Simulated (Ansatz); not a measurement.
EuHg:
```yaml
crystal:
  lattice:
    - [3.86477, 0.00000, 0.00000]
    - [0.00000, 3.86477, 0.00000]
    - [0.00000, 0.00000, 3.86477]
  atoms:
    - { symbol: Eu, position: [0.00000, 0.00000, 0.00000] }
    - { symbol: Hg, position: [0.50000, 0.50000, 0.50000] }
```
The run is spin-polarised; directions of the spins, atom by atom: ↑ 0.

Relaxed with r²SCAN.

Question: Give the Bader charges and basin volumes of the independent atoms, r²SCAN (plane waves, PAW; program Ansatz).

Answer: 

| atom | Bader charge (e) | Bader volume (Å³) |
|---|---|---|
| Eu1 | +1.22 | 22.3 |
| Hg2 | -1.22 | 35.4 |

Space group Pm-3m (CsCl type). The first step of the workflow began from a Materials Project structure, measured or hypothetical; the Crystallography Open Database files this formula in space group No. 221, but the cells were not matched. Whether it is the stable phase at ambient conditions was not checked. Symmetry was held in the r²SCAN relaxation; its stability against distortions is not shown here. The final state is ferromagnetic, chosen from 3 collinear starts compared on coarse meshes (ties went to the first, and starts can fall back to one state), not a proven ground state. The 4f shell is in the valence, and the state reached may lie above the lowest one. Other orbital occupations within this spin state were not tried. No Hubbard U is applied. Scalar-relativistic: spin–orbit coupling is off unless named, which matters more the heavier the elements.

Potentials: the later of the program's two PAW sets.
